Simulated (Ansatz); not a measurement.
One crystal and one scan (frozen-phonon scan) at two levels, PBE (plane waves to 420 eV, PAW, scalar-relativistic; Ansatz, a first-principles code) and r2SCAN (plane waves to 500 eV, PAW, scalar-relativistic; Ansatz), each from its own relaxed cell and on its own mesh.

The crystal is MgS (rock salt); a phonon pattern at Γ is frozen into a 2-atom cell, Q being the largest atomic displacement.

MgS was relaxed with its symmetry unable to fall.

| quantity | run 1 | run 2 |
|---|---|---|
| Lattice constant a (Å) | 5.230 | 5.203 |
| Band gap of the relaxed cell, no spin-orbit coupling (eV) | 2.76 | 3.46 |
| Harmonic wavenumber from the curvature (finite differences) (cm⁻¹ (negative: imaginary)) | 224 | 237 |

Question: Which run is which level?

Answer: Run 1 is PBE, run 2 is r2SCAN. PBE gives the higher value for: lattice constant a. PBE gives the lower value for: band gap of the relaxed cell, no spin-orbit coupling; harmonic wavenumber from the curvature. Both give the same shape of the curve: a single well with its minimum at or next to zero displacement. Neither level is exact: the differences show how much the result hangs on the functional.

(For displaced atoms, the force is minus the slope of the energy, and its curvature is a force constant, which sets phonon frequencies.)
